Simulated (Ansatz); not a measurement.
SiGe:
```
CELL_PARAMETERS angstrom
      3.92278     0.00000     0.00000
      0.00000     3.92762     0.00000
      0.00000     0.00000     5.54235
ATOMIC_POSITIONS crystal
  Si 0.75000 0.00000 0.87996
  Si 0.25000 0.00000 0.12004
  Ge 0.25000 0.50000 0.36945
  Ge 0.75000 0.50000 0.63055
```

Relaxed with r²SCAN.

Task: Map the electron localisation function on the plane through (0.750, 0.000, 0.880) spanned by u = [0, 1, 0] and v = [0, 0, 1] in lattice vectors, from plane-wave PAW r²SCAN (Ansatz code).

Result: x is the fraction of u, y of v (the angle between them is 90°; rows are the nearest grid lines); atoms in the plane: Si at (0.00, 0.00), Ge at (0.50, 0.75).
```
y \ x   0.000  0.100  0.200  0.250  0.350  0.450  0.550  0.650  0.750  0.800  0.900   1.00
------  -----  -----  -----  -----  -----  -----  -----  -----  -----  -----  -----  -----
1.00    0.599  0.346  0.701  0.784  0.683  0.464  0.464  0.683  0.784  0.701  0.346  0.599
0.929   0.331  0.622  0.911  0.912  0.747  0.497  0.497  0.747  0.912  0.911  0.622  0.331
0.857   0.598  0.830  0.911  0.854  0.543  0.299  0.299  0.543  0.854  0.911  0.830  0.598
0.786   0.589  0.727  0.762  0.642  0.307  0.154  0.154  0.307  0.642  0.762  0.727  0.589
0.679   0.146  0.263  0.437  0.429  0.367  0.163  0.163  0.367  0.429  0.437  0.263  0.146
0.607   0.034  0.084  0.277  0.366  0.425  0.419  0.419  0.425  0.366  0.277  0.084  0.034
0.536   0.012  0.028  0.120  0.212  0.402  0.480  0.480  0.402  0.212  0.120  0.028  0.012
0.464   0.012  0.016  0.038  0.066  0.165  0.259  0.259  0.165  0.066  0.038  0.016  0.012
0.393   0.033  0.028  0.023  0.026  0.043  0.067  0.067  0.043  0.026  0.023  0.028  0.033
0.321   0.150  0.112  0.053  0.035  0.021  0.020  0.020  0.021  0.035  0.053  0.112  0.150
0.214   0.589  0.517  0.314  0.198  0.053  0.016  0.016  0.053  0.198  0.314  0.517  0.589
0.143   0.589  0.563  0.459  0.361  0.148  0.044  0.044  0.148  0.361  0.459  0.563  0.589
0.0714  0.327  0.301  0.467  0.511  0.376  0.179  0.179  0.376  0.511  0.467  0.301  0.327
0.000   0.599  0.346  0.701  0.784  0.683  0.464  0.464  0.683  0.784  0.701  0.346  0.599
```

The density is the valence pseudo-density with augmentation charge, so density and ELF within about 1 Å of a nucleus are not all-electron values.

Space group Pmma. The start of the workflow was typed in or built on a structure type; neither database checked (COD, Materials Project) lists it. Its standing as an ambient phase is unchecked. The r²SCAN relaxation kept the symmetry of its start; whether a distortion lowers the energy is not shown.

Potentials: the earlier of the program's two PAW sets.
